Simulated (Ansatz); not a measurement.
MoS in the NiAs-type structure

Computed with Ansatz (plane waves, PAW, 420 eV cutoff): PBE, scalar-relativistic, collinear spin, 10×10×6 k-mesh, Gaussian smearing of 0.05 eV. The datasets are Ansatz's generated set soft_2.

```
Mo S
1.0
     3.74179    0.00000    0.00000
    -1.87089    3.24048    0.00000
     0.00000    0.00000    5.21063
Mo S
2 2
Direct
  0.00000 0.00000 0.00000
  0.00000 0.00000 0.50000
  0.33333 0.66667 0.25000
  0.66667 0.33333 0.75000
```

This is a trial structure made by placing the elements on a prototype's sites, so it needn't be the stable form.

Magnetic state: non-magnetic, site spin moments none.

Question: Which orbitals carry the states at the Fermi level, and how many states are there?

Answer: Within 0.1 eV of it: Mo 4d 88 %, S 3p 10 % (shares among the projected shells; no valence p shell of Mo is among them). The density of states at the Fermi level is about 3.6 states/eV per cell, averaged over 0.3 eV.

Density of states (tetrahedra, averaged over 0.5 eV; states/eV per cell of 4 atoms; energy in eV from the Fermi level):

```tsv
E (eV)	DOS
-6.60	3.48
-6.10	2.80
-5.60	3.29
-5.10	3.34
-4.60	4.17
-4.10	2.65
-3.60	0.94
-3.10	1.03
-2.60	0.86
-2.10	1.30
-1.60	1.78
-1.10	3.69
-0.60	3.99
-0.10	3.37
0.40	3.15
0.90	2.18
1.40	5.12
1.90	3.72
2.40	2.69
2.90	2.53
3.40	2.54
3.90	1.12
```
